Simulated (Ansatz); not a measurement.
An Ansatz (a program for electronic structure) run. Input:

Ansatz 0.2 input:
```yaml
crystal:
  lattice:
    - [3.7413949382, 0.0, 0.0]
    - [0.0, 3.7413949382, 0.0]
    - [0.0, 0.0, 3.7413949382]
  atoms:
    - { symbol: Ag, position: [0.0, 0.0, 0.0] }
    - { symbol: I, position: [0.5, 0.5, 0.5] }
kpoints:
  mp_grid: { grid: [8, 8, 8] }
  band_path:
    path:
      - [[0.0, 0.0, 0.0], [0.0, 0.5, 0.0], [0.5, 0.5, 0.0], [0.0, 0.0, 0.0], [0.5, 0.5, 0.5], [0.0, 0.5, 0.0]]  # Γ-X-M-Γ-R-X
      - [[0.5, 0.5, 0.5], [0.5, 0.5, 0.0]]  # R-M
    npoints: 12
basis: { xc_grid: 2 }
hamiltonian:
  xc: pbesol
  pseudopotentials: { azcp: { folder: ./paw }, kind: paw_fr }
magnetization: { noncollinear: true, spin_orbit: true }
scf:
  n_extra_bands: 12
  convergence: { dr2_threshold: 0.0000000001 }
  occupations: { method: gaussian, width: 0.05 }
output: { eigenvalues: true }
```

Output (shortened):

```
Pseudopotential: Ag, paw, valence charge 19
Pseudopotential: I, paw, valence charge 17
Functional definition: PBEsol
non-collinear run that drives no moment, with spin-orbit …
Crystal: 2 atoms, lattice volume = 52.372 Å³
Basis set: ecut = 420 eV, 1021 PW (Γ), exchange–correlation on 54×54×54 points (8 copies of the dense FFT grid, shifted against one another)
Bands: 48, of which v1, the nominal top of the filled ones, is band 36 counted from 1 (35 counted from 0)
Symmetry: 48 space group operations + 48 with time reversal
k-points: 35 of 512
Projection manifold: j_resolved (fully-relativistic pseudo-atomic orbitals)
SCF iter   1: F=—  HF=-14960.357755 eV  |F-HF|=—  |Δ(HF+E_count)|=         —  Δρ=5.39e-2  dr2=2.60e0  dr2_m=0.00e0 (ungated)  ethr=3.10e-3  |M|=0.00e0 ∫|m|=0.00e0 μB  |m|>n=0.0e0 m-floor=0.0e0 τ_xc=0.0e0  β_m=0.30  ⟨swp⟩=9.0  Hψ=4380  notcnv=0  defer=58
preconditioner: auto → Resta (q_TF=auto, 2.563 Å⁻¹)
spin=Noncollinear: Resta preconditioning applied to the charge; magnetization (m_x, m_y, m_z) channels mix plain (no charge-response kernel on spin).
SCF iter   2: F=—  HF=-14959.780890 eV  |F-HF|=—  |Δ(HF+E_count)|=   5.77e-1  Δρ=2.39e-2  dr2=5.96e-1  dr2_m=0.00e0 (ungated)  ethr=3.10e-3  |M|=0.00e0 ∫|m|=0.00e0 μB  |m|>n=0.0e0 m-floor=0.0e0 τ_xc=0.0e0  β_m=0.42  ⟨swp⟩=3.1  Hψ=1327  notcnv=0  defer=196
preconditioner: auto → Kerker (q_TF=auto, 2.563 Å⁻¹)
spin=Noncollinear: Kerker preconditioning applied to the charge; magnetization (m_x, m_y, m_z) channels mix plain (no charge-response kernel on spin).
SCF iter   3: F=—  HF=-14959.621516 eV  |F-HF|=—  |Δ(HF+E_count)|=   1.59e-1  Δρ=7.73e-3  dr2=3.74e-2  dr2_m=0.00e0 (ungated)  ethr=1.66e-3  |M|=0.00e0 ∫|m|=0.00e0 μB  |m|>n=0.0e0 m-floor=0.0e0 τ_xc=0.0e0  β_m=0.71  ⟨swp⟩=3.3  Hψ=1364  notcnv=0  defer=192
SCF iter   4: F=—  HF=-14959.624654 eV  |F-HF|=—  |Δ(HF+E_count)|=   3.14e-3  Δρ=2.61e-3  dr2=7.46e-3  dr2_m=0.00e0 (ungated)  ethr=1.04e-4  |M|=0.00e0 ∫|m|=0.00e0 μB  |m|>n=0.0e0 m-floor=0.0e0 τ_xc=0.0e0  β_m=0.66  ⟨swp⟩=3.0  Hψ=1699  notcnv=0  defer=202
SCF iter   5: F=—  HF=-14959.622650 eV  |F-HF|=—  |Δ(HF+E_count)|=   2.00e-3  Δρ=1.20e-3  dr2=1.72e-3  dr2_m=0.00e0 (ungated)  ethr=2.07e-5  |M|=0.00e0 ∫|m|=0.00e0 μB  |m|>n=0.0e0 m-floor=0.0e0 τ_xc=0.0e0  β_m=0.83  ⟨swp⟩=2.0  Hψ=1187  notcnv=0  defer=202
SCF iter   6: F=—  HF=-14959.622260 eV  |F-HF|=—  |Δ(HF+E_count)|=   3.89e-4  Δρ=3.70e-4  dr2=1.22e-4  dr2_m=0.00e0 (ungated)  ethr=4.76e-6  |M|=0.00e0 ∫|m|=0.00e0 μB  |m|>n=0.0e0 m-floor=0.0e0 τ_xc=0.0e0  β_m=0.80  ⟨swp⟩=2.0  Hψ=853  notcnv=0  defer=202
SCF iter   7: F=—  HF=-14959.622229 eV  |F-HF|=—  |Δ(HF+E_count)|=   3.09e-5  Δρ=1.07e-4  dr2=7.07e-6  dr2_m=0.00e0 (ungated)  ethr=3.38e-7  |M|=0.00e0 ∫|m|=0.00e0 μB  |m|>n=0.0e0 m-floor=0.0e0 τ_xc=0.0e0  β_m=0.90  ⟨swp⟩=2.0  Hψ=1056  notcnv=0  defer=202
SCF iter   8: F=—  HF=-14959.622225 eV  |F-HF|=—  |Δ(HF+E_count)|=   3.75e-6  Δρ=1.59e-5  dr2=2.98e-7  dr2_m=0.00e0 (ungated)  ethr=1.96e-8  |M|=0.00e0 ∫|m|=0.00e0 μB  |m|>n=0.0e0 m-floor=0.0e0 τ_xc=0.0e0  β_m=0.95  ⟨swp⟩=2.4  Hψ=1099  notcnv=0  defer=202
SCF iter  11: F=-14959.622223 eV  HF=-14959.622223 eV  |F-HF|=3.64e-12  |Δ(HF+E_count)|=  2.11e-10  Δρ=1.97e-7  dr2=1.53e-11  dr2_m=0.00e0 (ungated)  ethr=1.00e-12  |M|=0.00e0 ∫|m|=0.00e0 μB  |m|>n=0.0e0 m-floor=0.0e0 τ_xc=0.0e0  ⟨swp⟩=12.4  Hψ=3472  notcnv=0
SCF 1 converged in 11 iterations: F = -14959.622223 eV  dr2 = 1.53e-11
NSCF: frozen V_eff on 74 k-points
SCF converged after 11 iterations
Magnetization: |M| = 0.0000 μB,  M = (+0.0000, +0.0000, +0.0000) μB
Absolute magnetization: 0.0000 μB (∫|m|)
  site 0: m = (+0.0000, +0.0000, +0.0000) μB, |m| = 0.0000 μB  (R = 1.34 Å)
  site 1: m = (+0.0000, +0.0000, +0.0000) μB, |m| = 0.0000 μB  (R = 1.34 Å)
Free energy (F): -14959.622223 eV
Harris-Foulkes:  -14959.622223 eV  (|F-HF|=3.64e-12)
Internal energy: -14959.621740 eV  (E = F + TS)
E sigma→0 (E₀):  -14959.621981 eV
Entropy (-TS):   -0.000483 eV (-0.242 meV/atom)
Fermi energy:    10.981868 eV
--- Per-component energies (eV) ---
  E_band       = -643.288479
  E_kinetic    = 626.665988
  E_local      = -4384.106343  (includes V_loc(G=0)·N_el)
  E_nonlocal   = 155.358372
  E_hartree    = 2049.218557
  E_xc         = -263.294058
  E_vxc        = -309.108111  (∫ρ·V_xc dr)
  E_paw        = -8598.278628  (= ΣΔE_a)
  E_vpaw       = -830.533356  (= ΣTr[D̂ρ^β])
  E_aug_tail   = -0.002152  (compensation charges beyond the density's cutoff)
  E_ewald      = -4545.924268
  E_core_change = 0.740791  (= ΣΔE_core)
  E_smearing   = -0.000483  (= −TS)
  E_closure    = 0.000000  (closes the sum)
  Σ components = -14959.622223   (vs F -14959.622223, Δ=0.00e0)
  [band-id]    e_kinetic+e_local+e_nonlocal+2·e_hartree+e_vxc+e_vpaw+e_augmentation_tail = -643.288487   (vs E_band -643.288479, Δ=-8.15e-6)
--- Band table (eV; the first three rows and the last of 35) ---
  k-point 0: bands = ["-80.1121", "-80.1121", "-47.1996", "-47.1996", "-42.0866", "-42.0866", "-42.0866", "-42.0866", "-34.9003", "-34.9003", "-34.9003", "-34.9003", "-33.1863", "-33.1863", "-33.1863", "-33.1863", "-33.1831", "-33.1831", "-2.5938", "-2.5938", …
  k-point 1: bands = ["-80.1121", "-80.1121", "-47.1996", "-47.1996", "-42.0869", "-42.0869", "-42.0865", "-42.0865", "-34.9003", "-34.9003", "-34.9001", "-34.9001", "-33.1863", "-33.1863", "-33.1859", "-33.1859", "-33.1832", "-33.1832", "-2.5091", "-2.5091", …
  k-point 2: bands = ["-80.1121", "-80.1121", "-47.1999", "-47.1999", "-42.0877", "-42.0877", "-42.0865", "-42.0865", "-34.9003", "-34.9003", "-34.8998", "-34.8998", "-33.1863", "-33.1863", "-33.1852", "-33.1852", "-33.1834", "-33.1834", "-2.2875", "-2.2875", …
  k-point 34: bands = ["-80.1119", "-80.1119", "-47.2013", "-47.2013", "-42.0895", "-42.0895", "-42.0895", "-42.0895", "-34.8990", "-34.8990", "-34.8990", "-34.8990", "-33.1849", "-33.1849", "-33.1832", "-33.1832", "-33.1832", "-33.1832", "-0.8657", …
```

Cost: roughly 50 core-seconds on shared cores.

Space group Pm-3m (CsCl type). The workflow started from a Materials Project entry (that database holds measured and hypothetical structures alike); the Crystallography Open Database copy checked does not list it. It is not the phase usual at ambient conditions (space group No. 186, 216). The PBEsol relaxation kept the symmetry of its start. At this level the phase is mechanically unstable. No spin polarisation was allowed. Its formation energy is positive at this level, so the cell may be metastable or incomplete.

Potentials: the earlier of the program's two PAW sets. The files were generated under PBE; for other functionals the program regenerates the frozen cores, and for LDA and PBEsol the local potential too.

Ansatz is a plane-wave DFT program.
